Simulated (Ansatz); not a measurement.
Se:
Space group P3₁21 (No. 152); a = 4.359 Å, b = 4.359 Å, c = 5.015 Å, α = 90.00°, β = 90.00°, γ = 120.00°

```
atom  site  symmetry       x       y       z
----  ----  --------  ------  ------  ------
Se      3b       .2.  0.7754  0.7754  0.5000
```

Relaxed at zero pressure with r²SCAN+D4 in the plane-wave PAW code Ansatz.

Q: The volume is lowered by 6 % and shape and atoms relax at that volume. What pressure results, and how do the axes share the change?

A: 1.0 GPa; a -3.3 %, b -3.3 %, c 0.6 %; the energy rises by 5 meV/atom.

Q: Give the new structure.

A: 
Space group P3₁21 (No. 152); a = b = 4.214 Å, c = 5.043 Å, α = β = 90.00°, γ = 120.00°

```json
[
 {"atom": "Se", "site": "3b", "symmetry": ".2.", "x": "0.7674", "y": "0.7674", "z": "0.5000"}
]
```

The phase is kept; no other phase was compared at this pressure.

Space group P3_121 (trigonal Se type). The cell was relaxed with r²SCAN+D4 under the symmetry of its start; of distortions, only those at the zone centre were tested.

Potentials: the later of the program's two PAW sets.
